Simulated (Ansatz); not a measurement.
Given:

Co7W6:
```xyz
13
Lattice="2.3749 1.3711 8.5256 -2.3749 1.3711 8.5256 0.0000 -2.7423 8.5256" Properties=species:S:1:pos:R:3 pbc="T T T"
Co    -1.1858     0.6846     6.5598
Co     1.1858    -0.6846    19.0171
Co     0.0000    -1.3693     6.5598
Co     0.0000     1.3693    19.0171
Co     1.1858     0.6846     6.5598
Co    -1.1858    -0.6846    19.0171
Co     0.0000     0.0000     0.0000
W      0.0000     0.0000    21.3354
W      0.0000     0.0000     4.2415
W      0.0000     0.0000    16.7116
W      0.0000     0.0000     8.8654
W      0.0000     0.0000    11.5143
W      0.0000     0.0000    14.0626
```
The run is spin-polarised; directions of the spins, atom by atom: 0 0 0 0 0 0 ↑ 0 0 0 0 0 0.

This is the PBE-relaxed structure.

Question: All from the program Ansatz at the PBE level (PAW), unless another level is named. Estimate the formation energy from the elements (no fitted shifts).

Answer: -0.050 eV/atom.

Question: Give the density of states at the Fermi level.

Answer: 0.83 states/eV per atom (mean over ±0.08 eV).

Space group R-3m. The start of the workflow was typed in or built on a structure type; neither database checked (COD, Materials Project) lists it. Whether it is the stable phase at ambient conditions was not checked. Symmetry was held in the PBE relaxation; its stability against distortions is not shown here. Magnetic state: ferromagnetic, the only order run, not a proven ground state. The volume moved by -22 % from the start of the relaxation. The references are the lowest solids computed at this level, not always the standard phases. Spin–orbit coupling is left out wherever it is not named.

Potentials: the later of the program's two PAW sets.
